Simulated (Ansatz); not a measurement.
Input:

SiB3:
```yaml
crystal:
  lattice:
    - [-4.18228, 6.27720, 3.10272]
    - [4.18228, -6.27720, 3.10272]
    - [4.18228, 6.27720, -3.10272]
  atoms:
    - { symbol: Si, position: [0.31372, 0.33230, 0.51858] }
    - { symbol: Si, position: [0.68628, 0.66770, 0.48142] }
    - { symbol: Si, position: [0.31372, 0.79514, 0.98142] }
    - { symbol: Si, position: [0.68628, 0.20486, 0.01858] }
    - { symbol: Si, position: [0.84798, 0.00252, 0.84546] }
    - { symbol: Si, position: [0.15202, 0.99748, 0.15454] }
    - { symbol: Si, position: [0.65706, 0.00252, 0.65454] }
    - { symbol: Si, position: [0.34294, 0.99748, 0.34546] }
    - { symbol: B, position: [0.14918, 0.72359, 0.42560] }
    - { symbol: B, position: [0.85082, 0.27641, 0.57440] }
    - { symbol: B, position: [0.79799, 0.72359, 0.07440] }
    - { symbol: B, position: [0.20201, 0.27641, 0.92560] }
    - { symbol: B, position: [0.11528, 0.39201, 0.50183] }
    - { symbol: B, position: [0.88472, 0.60799, 0.49817] }
    - { symbol: B, position: [0.39018, 0.61345, 0.99817] }
    - { symbol: B, position: [0.60982, 0.38655, 0.00183] }
    - { symbol: B, position: [0.88472, 0.38655, 0.27673] }
    - { symbol: B, position: [0.11528, 0.61345, 0.72327] }
    - { symbol: B, position: [0.60982, 0.60799, 0.22327] }
    - { symbol: B, position: [0.39018, 0.39201, 0.77673] }
    - { symbol: B, position: [0.15370, 0.48038, 0.32342] }
    - { symbol: B, position: [0.84630, 0.51962, 0.67658] }
    - { symbol: B, position: [0.65695, 0.83028, 0.17658] }
    - { symbol: B, position: [0.34305, 0.16972, 0.82342] }
    - { symbol: B, position: [0.84630, 0.16972, 0.32667] }
    - { symbol: B, position: [0.15370, 0.83028, 0.67333] }
    - { symbol: B, position: [0.34305, 0.51962, 0.17333] }
    - { symbol: B, position: [0.65695, 0.48038, 0.82667] }
    - { symbol: B, position: [0.34048, 0.27134, 0.06914] }
    - { symbol: B, position: [0.65952, 0.72866, 0.93086] }
    - { symbol: B, position: [0.70219, 0.27134, 0.43086] }
    - { symbol: B, position: [0.29781, 0.72866, 0.56914] }
```

This is the r²SCAN-relaxed structure. x, y and z are the axes in which the lattice vectors are written.

Question: All from r²SCAN in the plane-wave PAW code Ansatz, unless another level is named. Estimate the band gap.

Answer: 1.54 eV (indirect).

Question: Next, the formation energy from the elements (no fitted shifts)?

Answer: -43 meV/atom.

Question: Predict the conduction-band minimum.

Answer: on the Γ–X line, 43 % of the way from Γ (k = 0.214, -0.214, 0.214) (2 equivalent valleys).

Question: Next, the valence-band maximum?

Answer: at Γ.

Space group Imma. The first step of the workflow began from a Materials Project structure, measured or hypothetical; the Crystallography Open Database copy checked does not list it. Whether it is the stable phase at ambient conditions was not checked. Symmetry was held in the r²SCAN relaxation; whether a distortion lowers the energy is not shown. The references are the lowest solids computed at this level, not always the standard phases.

Potentials: the later of the program's two PAW sets.
